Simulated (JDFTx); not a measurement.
An input for a modified build of JDFTx (anisole, C7H8O (SMILES COc1ccccc1), charge 0, multiplicity 1, linear PCM (GLSSA13), chloroform, no salt; bohr, hartree) and the course of its log:

```
lattice \
  27.4010288071 0.0000000000 0.0000000000 \
  0.0000000000 23.6215765578 0.0000000000 \
  0.0000000000 0.0000000000 17.9523981839
coords-type Cartesian
ion C -4.8626155353 0.1057941999 -0.0002405753 0
ion O -2.7981717960 1.7782328949 0.0055934819 0
ion C -0.4157832565 0.7960205938 0.0045908824 0
ion C 1.5479702632 2.5571714424 0.0029511598 0
ion C 4.0294201379 1.7633819492 0.0005307226 0
ion C 4.5998320014 -0.7944278954 -0.0001043095 0
ion C 2.6588557695 -2.5407163101 0.0021117669 0
ion C 0.1568251454 -1.7672091538 0.0043904861 0
ion H -6.5426382358 1.2941949222 -0.0053633015 0
ion H -4.8690926761 -1.0907065545 -1.6886283915 0
ion H -4.8791623117 -1.0901227324 1.6886283915 0
ion H 1.0678696219 4.5382448778 0.0040868498 0
ion H 5.5303333437 3.1459157445 0.0002226553 0
ion H 6.5426382358 -1.4155626918 -0.0017297121 0
ion H 3.0804852306 -4.5382448778 0.0014960392 0
ion H -1.3176633449 -3.1751073354 0.0058670700 0
ion-species pseudo/c_pbe_v1.2.upf
ion-species pseudo/o_pbe_v1.2.upf
ion-species pseudo/h_pbe_v1.4.upf
elec-cutoff 20 100
elec-ex-corr gga-PBE
symmetries none
elec-n-bands 21
electronic-minimize nIterations 150 energyDiffThreshold 1e-7
fluid LinearPCM
pcm-variant GLSSA13
fluid-solvent CHCl3
fluid-minimize nIterations 400 knormThreshold 1e-11
wavefunction read s0.wfns 24
dump-name s5.$VAR
dump End State Ecomponents EigStats BandEigs Forces ElecDensity IonicPositions FluidDebug
```

```
[one cycle in 7 is shown, and the last three; fluid-solver lines are left out]
ElecMinimize: Iter:   0  Etot: -60.744915433624726  |grad|_K:  3.100e-05  alpha:  1.000e+00
ElecMinimize: Iter:   7  Etot: -60.746168787754698  |grad|_K:  1.938e-05  alpha:  1.374e-01  linmin:  1.678e-03
ElecMinimize: Iter:  14  Etot: -60.746403498015269  |grad|_K:  1.974e-05  alpha:  4.317e-02  linmin:  2.553e-03
ElecMinimize: Iter:  21  Etot: -60.746512237714036  |grad|_K:  1.707e-05  alpha:  4.051e-02  linmin:  4.682e-04
ElecMinimize: Iter:  28  Etot: -60.746584632699573  |grad|_K:  1.535e-05  alpha:  3.547e-02  linmin:  7.376e-04
ElecMinimize: Iter:  35  Etot: -60.746631688398253  |grad|_K:  1.276e-05  alpha:  2.994e-02  linmin: -1.359e-05
ElecMinimize: Iter:  42  Etot: -60.746662260471332  |grad|_K:  1.071e-05  alpha:  2.915e-02  linmin:  4.594e-04
ElecMinimize: Iter:  49  Etot: -60.746682333919928  |grad|_K:  8.912e-06  alpha:  2.836e-02  linmin: -8.500e-05
ElecMinimize: Iter:  56  Etot: -60.746696664986125  |grad|_K:  7.642e-06  alpha:  2.780e-02  linmin:  5.563e-05
ElecMinimize: Iter:  63  Etot: -60.746706907574954  |grad|_K:  6.447e-06  alpha:  2.731e-02  linmin:  1.291e-04
ElecMinimize: Iter:  70  Etot: -60.746714157573841  |grad|_K:  5.615e-06  alpha:  2.741e-02  linmin: -7.902e-05
ElecMinimize: Iter:  77  Etot: -60.746719428691513  |grad|_K:  4.799e-06  alpha:  2.771e-02  linmin: -4.599e-05
ElecMinimize: Iter:  84  Etot: -60.746723627715035  |grad|_K:  4.221e-06  alpha:  2.740e-02  linmin:  5.154e-05
ElecMinimize: Iter:  91  Etot: -60.746727105433912  |grad|_K:  4.036e-06  alpha:  2.737e-02  linmin: -3.133e-05
ElecMinimize: Iter:  98  Etot: -60.746730349269455  |grad|_K:  4.066e-06  alpha:  2.792e-02  linmin:  3.655e-06
ElecMinimize: Iter: 105  Etot: -60.746733766625930  |grad|_K:  4.295e-06  alpha:  2.830e-02  linmin:  1.736e-05
ElecMinimize: Iter: 112  Etot: -60.746738156886785  |grad|_K:  5.087e-06  alpha:  2.699e-02  linmin: -1.030e-04
ElecMinimize: Iter: 119  Etot: -60.746744199532742  |grad|_K:  6.349e-06  alpha:  2.415e-02  linmin:  4.113e-04
ElecMinimize: Iter: 126  Etot: -60.746750783628272  |grad|_K:  6.741e-06  alpha:  1.773e-02  linmin: -9.974e-05
ElecMinimize: Iter: 133  Etot: -60.746756574030435  |grad|_K:  5.863e-06  alpha:  1.915e-02  linmin:  6.462e-05
ElecMinimize: Iter: 140  Etot: -60.746760524120226  |grad|_K:  4.769e-06  alpha:  1.882e-02  linmin: -5.282e-05
ElecMinimize: Iter: 147  Etot: -60.746763182619034  |grad|_K:  3.980e-06  alpha:  1.916e-02  linmin:  1.216e-05
ElecMinimize: Iter: 148  Etot: -60.746763497521876  |grad|_K:  3.901e-06  alpha:  1.908e-02  linmin:  1.663e-05
ElecMinimize: Iter: 149  Etot: -60.746763799085087  |grad|_K:  3.824e-06  alpha:  1.902e-02  linmin:  1.811e-05
ElecMinimize: Iter: 150  Etot: -60.746764088680344  |grad|_K:  3.759e-06  alpha:  1.901e-02  linmin:  1.249e-05
ElecMinimize: None of the convergence criteria satisfied after 150 iterations.
IonicMinimize: Iter:   0  Etot: -60.746764088680344  |grad|_K:  0.000e+00
IonicMinimize: Converged (|grad|_K<1.000000e-04).
```

This run gave no converged result. The loop ran out of cycles short of its threshold. It has stalled and not diverged: the last ten energies span 3e-06 Ha, so the total is near its end, but levels, forces and the chemical potential aren't shown converged.
